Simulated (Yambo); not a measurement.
Yambo run on a free-standing MoS2 monolayer (symmetry P-6m2, slab cell 16.1 Å high). The wavefunctions are norm-conserving PBEsol (Quantum ESPRESSO, 80 Ry, scalar-relativistic) ones on a 6×6×1 mesh (13 occupied bands); a = b = 3.1410 Å, c = 16.1000 Å, α = β = 90.00°, γ = 120.00°.

Yambo input:

```
rim_cut
HF_and_locXC
RandQpts= 1000
RandGvec= 2 Ry
CUTGeo= "slab z"
EXXRLvcs= 80 Ry
VXCRLvcs= 320 Ry
% QPkrange
 7 | 7 | 13 | 14 |
%
```

k points by index: 7 = K.

Table of the .hf output:

```
#    K-point    Band    Eo [eV]    Ehf [eV]    Vxc [eV]    Vnlxc [eV]
#
    7    13    0.000000    -0.606659    -16.29861    -16.90527
    7    14    1.807169    5.948616    -17.57382    -13.43237
```
Exchange alone, without screening.

Spin-orbit coupling is not included.

Geometry relaxed with PBEsol.
